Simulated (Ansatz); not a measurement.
Input for Ansatz (plane-wave DFT, PAW):

```yaml
crystal:
  lattice:
    - [2.163399, -5.250219, 0.0]
    - [2.163399, 5.250219, 0.0]
    - [0.0, 0.0, 3.771292]
  atoms:
    - { symbol: Sc, position: [0.864681, 0.135319, 0.25] }
    - { symbol: Sc, position: [0.135319, 0.864681, 0.75] }
    - { symbol: Al, position: [0.584505, 0.415495, 0.25] }
    - { symbol: Al, position: [0.415495, 0.584505, 0.75] }
basis:
  ecutwfc: 500
kpoints:
  mp_grid: { grid: [10, 10, 12] }
hamiltonian:
  xc: r2scan
scf:
  occupations: { method: gaussian, width: 0.1 }
output:
  forces: true
  stress: true
  eigenvalues: true
  populations: true
```

Launched with
```bash
ansatz run input.yaml --threads 1 --pin off --max-ram 2560MiB --backend cpu --events-out ev --progress --plain --runs-dir out
```

The calculation used DFT r2SCAN, scalar-relativistic, plane waves, PAW in Ansatz 0.2.0.

Abridged output:

```
Pseudopotentials: kind: paw
Pseudopotential: Sc, paw, valence charge 11, recommended cutoff 500 eV (meta_gga)
Pseudopotential: Al, paw, valence charge 3, recommended cutoff 500 eV (meta_gga)
Functional definition: r2SCAN
Crystal: 4 atoms, lattice volume = 85.671 Å³
Basis set: ecut = 500 eV, 2173 PW (Γ), exchange–correlation on 180×180×120 points (64 copies of the dense FFT grid, shifted against one another)
Bands: 18, of which v1, the nominal top of the filled ones, is band 14 counted from 1 (13 counted from 0)
Symmetry: 8 space group operations
Space group: Cmcm (ITA 63), of the structure as read, at distance tolerance 4.4e-5 Å
k-points: 217 of 1200
Initial density: superposition of atomic densities (neutral atoms: chi_scale 0, normalization atom), corrected by the library's trained network
Initial wavefunctions: pseudopotential atomic-orbital guess
Functional: x = r2scan, c = r2scan; τ floored in thin density (d = 2e-4 eV/Å³)
SCF iter   1: F=—  HF=-5363.447875 eV  |F-HF|=—  |Δ(HF+E_count)|=         —  Δρ=9.46e-3  dr2=9.21e-2  dr2_τ=1.53e-2  ethr=1.77e-3  ⟨swp⟩=5.7  Hψ=19874  notcnv=0
SCF iter   2: F=—  HF=-5363.478952 eV  |F-HF|=—  |Δ(HF+E_count)|=   3.11e-2  Δρ=3.40e-3  dr2=1.19e-2  dr2_τ=6.80e-4  ethr=3.29e-4  ⟨swp⟩=3.0  Hψ=9407  notcnv=0  defer=10
SCF iter   3: F=—  HF=-5363.477699 eV  |F-HF|=—  |Δ(HF+E_count)|=   1.25e-3  Δρ=1.16e-3  dr2=9.31e-4  dr2_τ=7.25e-5  ethr=4.24e-5  ⟨swp⟩=2.8  Hψ=6378  notcnv=0  defer=10
SCF iter   4: F=—  HF=-5363.478100 eV  |F-HF|=—  |Δ(HF+E_count)|=   4.00e-4  Δρ=2.50e-4  dr2=5.39e-5  dr2_τ=7.32e-7  ethr=3.32e-6  ⟨swp⟩=2.7  Hψ=6550  notcnv=0  defer=10
SCF iter   5: F=—  HF=-5363.478117 eV  |F-HF|=—  |Δ(HF+E_count)|=   1.79e-5  Δρ=4.51e-5  dr2=1.25e-6  dr2_τ=1.24e-7  ethr=1.92e-7  ⟨swp⟩=2.1  Hψ=5307  notcnv=0  defer=10
SCF iter   6: F=—  HF=-5363.478118 eV  |F-HF|=—  |Δ(HF+E_count)|=   9.29e-7  Δρ=1.01e-5  dr2=1.07e-7  dr2_τ=1.63e-9  ethr=3.57e-10  ⟨swp⟩=6.3  Hψ=18639  notcnv=0
SCF iter   7: F=-5363.478118 eV  HF=-5363.478118 eV  |F-HF|=4.46e-9  |Δ(HF+E_count)|=   7.56e-8  Δρ=2.90e-6  dr2=8.08e-9  dr2_τ=2.90e-10  ethr=3.57e-10  ⟨swp⟩=4.0  Hψ=12120  notcnv=0
SCF 1 converged in 7 iterations: F = -5363.478118 eV  dr2 = 8.08e-9
SCF converged after 7 iterations
Free energy (F): -5363.478118 eV
Harris-Foulkes:  -5363.478118 eV  (|F-HF|=4.46e-9)
Internal energy: -5363.460896 eV  (E = F + TS)
E sigma→0 (E₀):  -5363.469507 eV
Entropy (-TS):   -0.017223 eV (-4.306 meV/atom)
Fermi energy:    7.833861 eV
--- Per-component energies (eV) ---
  E_band       = -370.339929
  E_kinetic    = 564.830405
  E_local      = -1910.946937  (includes V_loc(G=0)·N_el)
  E_nonlocal   = 182.836560
  E_hartree    = 682.748812
  E_xc         = -273.047624
  E_vxc        = -343.892296  (∫ρ·V_xc dr)
  E_paw        = -2874.335850  (= ΣΔE_a)
  E_vpaw       = -249.471865  (= ΣTr[D̂ρ^β])
  E_aug_tail   = 0.000008  (compensation charges beyond the density's cutoff)
  E_vtau       = 20.806338  (kinetic-family band-sum trace: ∫τ·v_τ [+ j·A + Jᵃ·Aᵃ] dr)
  E_ewald      = -1734.949070
  E_core_change = -0.597200  (= ΣΔE_core)
  E_smearing   = -0.017223  (= −TS)
--- Forces (eV/Å), atoms counted from 1 ---
  atom   1  Sc     0.00000000    -0.00417268     0.00000000
  atom   2  Sc     0.00000000     0.00417268     0.00000000
  atom   3  Al     0.00000000     0.03266301     0.00000000
  atom   4  Al     0.00000000    -0.03266301     0.00000000
--- Stress (GPa, compression-positive) ---
       -1.155147       0.000000       0.000000
        0.000000      -0.307436       0.000000
        0.000000       0.000000      -0.075523
  P = ⅓ Tr σ = -0.5127 GPa (-5.127 kbar)
--- Band table (eV; the first three rows and the last of 217) ---
  k-point 0: bands = ["-43.8055", "-43.7871", "-21.4955", "-21.4482", "-21.4357", "-21.4045", "-21.3645", "-21.3522", "-0.4851", "4.2264", "5.8324", "6.9975", "7.5506", "8.2386", "8.8021", "8.9620", "9.9578", "9.9583"]
  k-point 1: bands = ["-43.8050", "-43.7872", "-21.4931", "-21.4477", "-21.4356", "-21.4076", "-21.3660", "-21.3566", "-0.4053", "4.2864", "5.8848", "6.9976", "7.2447", "8.2390", "8.7629", "8.8077", "9.9674", "9.9676"]
  k-point 2: bands = ["-43.8035", "-43.7875", "-21.4862", "-21.4460", "-21.4351", "-21.4158", "-21.3707", "-21.3687", "-0.1675", "4.4446", "6.0376", "6.4909", "6.9987", "8.2130", "8.3783", "8.7835", "9.9050", "10.0082"]
  k-point 216: bands = ["-43.7931", "-43.7931", "-21.4854", "-21.4854", "-21.4364", "-21.4364", "-21.3722", "-21.3722", "2.7360", "2.7360", "4.9437", "4.9437", "7.5563", "7.5563", "8.3684", "8.3684", "9.5930", "9.5930"]
--- Löwdin populations: 4 sites ---
  site symbol q [e]
     0     Sc     10.1998
     1     Sc     10.1998
     2     Al      3.7107
     3     Al      3.7107
  spilling = 0.006392 (of n_electrons = 28.000000)
```

Self-consistency was reached.

It took 57 s on 1 thread of Arm Neoverse V2 (shared host), peak memory 0.85 GiB.